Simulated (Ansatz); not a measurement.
A crystal relaxed with r2SCAN in Ansatz has space group P-4m2 (No. 115) and a = 3.971 Å, c = 11.210 Å.

```csv
atom,site,x,y,z
P,1a,0.0000,0.0000,0.0000
Ga,2g,0.0000,0.5000,0.8814
Xx,2f,0.5000,0.5000,0.7542
Ga,2g,0.5000,0.0000,0.6272
Xx,1d,0.0000,0.0000,0.5000
```

r2SCAN gives a direct gap of 1.27 eV at Γ. With HSE06 the gap is 1.69 eV and direct, at Γ. Meshes: r2SCAN 6×6×2, HSE06 4×4×2. r2SCAN's ε∞ is 11.0 along x and y, 10.9 along z.

Q: Which element is Xx?
A. As
B. N
C. Bi
D. Sb

A: A. Xx is As: an ordered 8-atom cell of Ga4As3P on the zincblende lattice (P-4m2). Around P lie 4 Ga at 2.39 Å; around Ga lie 2 P at 2.39 Å and 2 As at 2.44 Å; around As lie 4 Ga at 2.44 Å; around Ga lie 4 As at 2.44 Å.

The cell comes from a prototype generator: it can be a known phase or a hypothetical one. Spin polarisation is off.

Spin-orbit coupling is left out.

The meshes of the hybrids are coarse, so their gaps aren't converged to the digits shown.
